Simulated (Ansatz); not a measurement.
Al$_{2}$O$_{3}$ in space group Cc (No. 9; Pearson symbol mS20), plane-wave PAW r²SCAN (Ansatz code). The conduction-band minimum lies at Γ, with 1 equivalent valley. Second derivatives d²E/dk² of the lowest band at one valley (eV·Å²), along Cartesian directions:

| direction | d²E/dk² |
|---|---|
| [100] | 16.79 |
| [010] | 16.66 |
| [001] | 18.64 |
| [110] | 16.72 |
| [101] | 16.52 |
| [011] | 17.65 |

Problem. Find the principal effective masses, the density-of-states mass and the conductivity mass.

Solution. Off-diagonal terms follow from H_xy = H[110] − (H_xx + H_yy)/2, and m*/mₑ = 7.620 eV·Å² over each eigenvalue: 0.40, 0.46, 0.47. One valley's DOS mass (m₁m₂m₃)^(1/3) = 0.44, conductivity mass 3/(Σ 1/mᵢ) = 0.44 mₑ.

Problem. What effective density of states Nc follows at 300 K for parabolic valleys?

Solution. Nc = 2.509e19 × 1 × (0.44)^(3/2) ≈ 7.3e18 cm⁻³.

The start of the workflow was typed in or built on a structure type; neither database checked (COD, Materials Project) lists it. It is not the phase usual at ambient conditions (space group No. 167). The r²SCAN relaxation kept the symmetry of its start; its stability against distortions is not shown here.

Potentials: the earlier of the program's two PAW sets.

Edges and masses are those of Kohn–Sham bands, whose gap is no quasiparticle gap.
